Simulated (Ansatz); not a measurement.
Mo₂P₂O₁₁:
```yaml
crystal:
  lattice:
    - [7.53900, 0.00000, 0.00000]
    - [0.00000, 6.34791, 0.00000]
    - [-2.34536, 0.00000, 8.72705]
  atoms:
    - { symbol: Mo, position: [0.82563, 0.75000, 0.14960] }
    - { symbol: Mo, position: [0.17437, 0.25000, 0.85040] }
    - { symbol: Mo, position: [0.60349, 0.75000, 0.71409] }
    - { symbol: Mo, position: [0.39651, 0.25000, 0.28591] }
    - { symbol: P, position: [0.93421, 0.25000, 0.11777] }
    - { symbol: P, position: [0.06579, 0.75000, 0.88223] }
    - { symbol: P, position: [0.49127, 0.75000, 0.33174] }
    - { symbol: P, position: [0.50873, 0.25000, 0.66826] }
    - { symbol: O, position: [0.96947, 0.75000, 0.32228] }
    - { symbol: O, position: [0.03053, 0.25000, 0.67772] }
    - { symbol: O, position: [0.81072, 0.05452, 0.11721] }
    - { symbol: O, position: [0.18928, 0.94548, 0.88279] }
    - { symbol: O, position: [0.18928, 0.55452, 0.88279] }
    - { symbol: O, position: [0.81072, 0.44548, 0.11721] }
    - { symbol: O, position: [0.89983, 0.75000, 0.74923] }
    - { symbol: O, position: [0.10017, 0.25000, 0.25077] }
    - { symbol: O, position: [0.98130, 0.25000, 0.96069] }
    - { symbol: O, position: [0.01870, 0.75000, 0.03931] }
    - { symbol: O, position: [0.60021, 0.75000, 0.20462] }
    - { symbol: O, position: [0.39979, 0.25000, 0.79538] }
    - { symbol: O, position: [0.62648, 0.25000, 0.34492] }
    - { symbol: O, position: [0.37352, 0.75000, 0.65508] }
    - { symbol: O, position: [0.62773, 0.75000, 0.48618] }
    - { symbol: O, position: [0.37227, 0.25000, 0.51382] }
    - { symbol: O, position: [0.63473, 0.05785, 0.69883] }
    - { symbol: O, position: [0.36527, 0.94215, 0.30117] }
    - { symbol: O, position: [0.36527, 0.55785, 0.30117] }
    - { symbol: O, position: [0.63473, 0.44215, 0.69883] }
    - { symbol: O, position: [0.64487, 0.75000, 0.91331] }
    - { symbol: O, position: [0.35513, 0.25000, 0.08669] }
```

Relaxed with r²SCAN. Special points in fractions of this cell's reciprocal vectors: Γ (0.000, 0.000, 0.000); Z (0.000, 0.500, 0.000); D (0.000, 0.500, 0.500); B (0.000, 0.000, 0.500); A (-0.500, 0.000, 0.500); E (-0.500, 0.500, 0.500); C2 (-0.500, 0.500, 0.000); Y2 (-0.500, 0.000, 0.000).

List the band energies nearest the valence-band maximum at these points for plane-wave PAW r²SCAN (Ansatz code).

In eV from the valence-band maximum; about four levels below and three above (degenerate sets whole), none deeper than 8.9 eV; points with the same levels are listed once.

| k | below | above |
|---|---|---|
| Γ | -0.46 -0.40 -0.39 -0.10 | 2.12 2.63 3.28 |
| Z | -0.53 -0.53 -0.38 -0.38 | 2.24 2.24 2.98 2.98 |
| D | -0.56 -0.56 -0.41 -0.41 | 2.25 2.25 2.97 2.97 |
| B | -0.49 -0.48 -0.38 -0.37 0.00 | 2.09 2.67 3.28 |
| A | -0.44 -0.43 -0.39 -0.03 | 2.18 2.69 3.22 |
| E | -0.52 -0.52 -0.32 -0.32 | 2.24 2.24 2.99 2.99 |
| C2 | -0.52 -0.52 -0.42 -0.42 | 2.24 2.24 2.96 2.96 |
| Y2 | -0.56 -0.52 -0.35 0.00 | 2.16 2.71 3.26 |

Space group P2_1/m. The workflow started from a Materials Project entry (that database holds measured and hypothetical structures alike); the Crystallography Open Database copy checked does not list it. COD files the formula under space group No. 62, so this cell is another polymorph or a model. Its standing as an ambient phase is unchecked. Symmetry was held in the r²SCAN relaxation; its stability against distortions is not shown here. The run is not spin-polarised. No Hubbard U is applied. Spin–orbit coupling is left out wherever it is not named.

Potentials: the earlier of the program's two PAW sets.
